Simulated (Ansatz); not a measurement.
Relaxed polymorphs of Te. All values below come from PBEsol (plane waves to 420 eV, PAW, scalar-relativistic; Ansatz, a program for electronic structure). One row is withheld; estimate it from its structure type, its coordination and the trend of the others.

```tsv
structure	coordination	E − E(first row) (eV/atom)	V (Å³/atom)	gap (eV, no SOC)
P3₁21, hP3, AFLOW prototype A_hP3_152_a (A8, as in Se)	–	0.00	32.03	0.01
P4₁, tP4	–	0.11	31.82	0.26
P6/mmm, hP1, AFLOW prototype A_hP1_191_a (A_f, as in Sn)	–	0.18	29.49	0.00
Pmma, oP4	–	0.13	31.33	0.00
Pm-3m, cP1, simple cubic type	Te 6 (octahedral)	[?]	[?]	[?]
P4₂/mnm, tP4	–	0.15	31.11	0.00
C2/m, mS4	–	0.12	31.87	0.00
Fmmm, oF8	–	0.09	29.87	0.00
```

Fill in the missing entries.


- Pm-3m, cP1, simple cubic type, E − E(first row) (eV/atom): 0.02
- Pm-3m, cP1, simple cubic type, V (Å³/atom): 31.21
- Pm-3m, cP1, simple cubic type, gap (eV, no SOC): 0.00

The withheld cell: Pm-3m (No. 221), cP1, simple cubic type; a = b = c = 3.148 Å, α = β = γ = 90.00°; Te 1a (0.000, 0.000, 0.000). Coordination numbers (neighbours up to the widest gap in distance over summed covalent radii, below 1.35; n+m marks a second, longer set).

Probably no minimum, since a slightly shaken restart fell lower: P6/mmm, hP1, AFLOW prototype A_hP1_191_a (A_f, as in Sn) (by 0.16 eV/atom, to Pm-3m); Pmma, oP4 (by 0.02 eV/atom, to P4₁).  2 generated cells of layers, chains or molecules, poorly bound without dispersion, are left out. Each run could gain symmetry but not lose that of its start, so entries can be saddle points. From databases, or of a type measured for this composition: P3₁21, hP3, AFLOW prototype A_hP3_152_a (A8, as in Se); the others are generated cells (placed on structure types, drawn at random, substituted or restacked) that were not matched to a known phase here. Energies are at zero temperature and pressure, without zero-point motion. Each cell has its own k-point mesh; energy differences are given only to the digits this allows. No spin polarisation in the result. Without spin-orbit coupling the bands of the heavy element are not split, so the gap can be far off.
